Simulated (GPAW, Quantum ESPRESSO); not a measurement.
# Co: net moment per atom by level of theory

```yaml
crystal:
  lattice:
    - [2.50700, 0.00000, 0.00000]
    - [-1.25350, 2.17113, 0.00000]
    - [0.00000, 0.00000, 4.06900]
  atoms:
    - { symbol: Co, position: [0.33333, 0.66667, 0.25000] }
    - { symbol: Co, position: [0.66667, 0.33333, 0.75000] }
```

| rung | level | program and potentials | cutoff (eV) | k mesh | smearing | core time | chip | net moment per atom (μB) | notes |
| --- | --- | --- | --- | --- | --- | --- | --- | --- | --- |
| GGA | PBE | GPAW, GPAW PAW data sets (gpaw-data 1.2.1) | 600 | 16 × 16 × 10 | fermi-dirac 0.05 | 2.1 min | Intel Xeon Platinum 8488C Sapphire Rapids | 1.60 | 9 valence electrons an atom on average |
| GGA | PBE | Quantum ESPRESSO, SSSP 1.3 efficiency PBE | 748 | 16 × 16 × 10 | fermi-dirac 0.05 | 2.7 min | Intel Xeon Platinum 8375C Ice Lake | 1.65 | 17 valence electrons an atom on average |
| LDA | LDA | Quantum ESPRESSO, GBRV 1.5 LDA | 762 | 16 × 16 × 10 | fermi-dirac 0.05 | 3 min | Intel Xeon Platinum 8375C Ice Lake | 1.60 | 17 valence electrons an atom on average |
| GGA | PBEsol | Quantum ESPRESSO, GBRV 1.5 PBEsol | 762 | 16 × 16 × 10 | fermi-dirac 0.05 | 4.3 min | Intel Xeon Platinum 8259CL Skylake/Cascade Lake | 1.65 | 17 valence electrons an atom on average |
| GGA + U (2 eV) | PBE+U (Co d U = 2 eV) | Quantum ESPRESSO, SSSP 1.3 efficiency PBE | 748 | 16 × 16 × 10 | fermi-dirac 0.05 | 5.2 min | Intel Xeon Platinum 8259CL Skylake/Cascade Lake | 1.80 | 17 valence electrons an atom on average |

Times are single runs on shared hosts and different chips, so they are rough; meshes, cutoffs and the tasks' sizes weigh on the time. Task: band structure. All rows: collinear spin, ferromagnetic start. Smearing widths are in eV. The cell comes from a database and isn't always the measured one. For a metal such meshes aren't converged. Meshes are those of the run's cell of 2 atoms unless a note names another. A magnetic state is the one that its parallel start led to; the crystal's real order can differ. Runs on faulty files, with rough fits or with known faults for this quantity aren't shown. No row holds spin-orbit coupling.

By rung: LDA 1.60; GGA 1.60 to 1.65; GGA + U (2 eV) 1.80 (μB).
